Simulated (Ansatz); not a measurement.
Starting cell, KTaO$_{3}$ (cubic perovskite):

```xyz
5
Lattice="4.0232 0.0000 0.0000 0.0000 4.0232 0.0000 0.0000 0.0000 4.0232" Properties=species:S:1:pos:R:3 pbc="T T T"
K      0.0000     0.0000     0.0000
Ta     2.0116     2.0116     2.0116
O      0.0000     2.0116     2.0116
O      2.0116     2.0116     0.0000
O      2.0116     0.0000     2.0116
```

Scan: atom 1 (K, nearest neighbour O at 2.845 Å; its periodic images, 4.0 Å or more away, move with it) is displaced along Cartesian x, direction (1.000, 0.000, 0.000) in Cartesian axes, by s. The other atoms stay.

Method: PBE (plane waves to 420 eV, PAW, scalar-relativistic; Ansatz, a first-principles code). k mesh 7×7×7 (Γ-centred), Fermi-Dirac smearing 0.05 eV. Compression counts positive. F∥ is the force on the atom along that direction. KTaO3 is run without spin polarisation. KTaO3 was relaxed with its symmetry unable to fall. Spin-orbit coupling is left out, though Ta is heavy. The PAW data are Ansatz's earlier set. 

```tsv
s (Å)	F∥ (eV/Å)	P (GPa)
-0.280	1.103	[?]
-0.224	0.870	[?]
-0.168	0.644	[?]
-0.112	0.426	[?]
-0.056	0.212	0.05
0.000	0.000	0.00
0.056	-0.212	0.05
0.112	-0.426	[?]
0.168	-0.644	[?]
0.224	-0.870	[?]
0.280	-1.103	[?]
```

**Question.** What belongs in the gaps?

**Answer.** 
- -0.280, P (GPa): 1.13
- -0.224, P (GPa): 0.72
- -0.168, P (GPa): 0.41
- -0.112, P (GPa): 0.18
- 0.112, P (GPa): 0.18
- 0.168, P (GPa): 0.41
- 0.224, P (GPa): 0.72
- 0.280, P (GPa): 1.13

(A displaced cell: forces are minus the slopes of the energy, force constants its curvatures, and phonons follow from these.)
